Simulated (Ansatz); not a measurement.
This guess for Ba₂HfC₃ is about to be relaxed.

```yaml
crystal:
  lattice:
    - [0.00000, 4.70866, 4.95635]
    - [2.90774, 0.00000, 4.95635]
    - [2.90774, 4.70866, 0.00000]
  atoms:
    - { symbol: Ba, position: [0.75632, 0.24368, 0.75632] }
    - { symbol: Ba, position: [0.24368, 0.75632, 0.24368] }
    - { symbol: Hf, position: [0.50000, 0.50000, 0.50000] }
    - { symbol: C, position: [0.50000, 0.00000, 0.00000] }
    - { symbol: C, position: [0.00000, 0.50000, 0.50000] }
    - { symbol: C, position: [0.00000, 0.00000, 0.00000] }
```

Level of theory: DFT PBE, scalar-relativistic, plane waves, PAW (Ansatz). Cutoff 420 eV, Gaussian smearing, Γ-centred meshes. Cell and atoms relax first on a coarse mesh and then on a finer one. In between, the cell is made exact in the group found at 0.06 Å. In metals the finer mesh still leaves noise of several meV/atom or more. The steps can't lower the symmetry of their start. No spin polarisation.

A guess keeps its type if space group and coordination stay and the shape of the cell changes little (axis ratios within about 15 %, angles within 6°); the volume may change.

Question: Does it keep its structure type, or change into something else?

Answer: It doesn't keep its type. The symmetry stays Fmmm (No. 69). The volume per atom grows by 14.6 %, from 22.6 to 25.9 Å³. The shortest distance goes from 2.29 Å (Ba–C) to 1.94 Å (Hf–C and C–C). Counting neighbours within 15 % of an atom's shortest distance, the start has Ba 4, C 2, Hf 2 and the end Ba 2, C 2, Hf 2. In detail, at the end Ba is surrounded by 2 C at 2.71 Å, 5 C at 3.25–3.34 Å and 2 Hf at 3.78 Å; Hf is surrounded by 2 C at 1.94 Å and 4 Ba at 3.78 Å; C on a site of symmetry 2/m has 2 C at 1.94 Å and 2 Ba at 2.71 Å; 1 more site not described.

Space group Fmmm (No. 69). a = 3.881 Å, b = 7.818 Å, c = 20.513 Å, α = 90.00°, β = 90.00°, γ = 90.00°
```
atom  site  symmetry       x       y       z
  Ba    8i       mm2  0.5000  0.0000  0.6582
  Hf    4b       mmm  0.5000  0.0000  0.0000
   C    8c     2/m.. 0.0000  0.7500  0.7500
   C    4a       mmm  0.0000  0.0000  0.0000
```

The zero of energy is the elements' standard structures at the same level; no fitted shifts are applied.

Question: At what energy does it end?

Answer: +1.37 eV/atom. The separate elements lie lower, so it is unstable against them.

The last run used a 12×12×12 mesh for its 6-atom cell and Gaussian smearing of 0.10 eV. These runs have no spin–orbit coupling, which can matter for Hf. The reference form of C is held partly by dispersion forces, which this level lacks. A structure relaxed within its symmetry needn't be a true minimum.
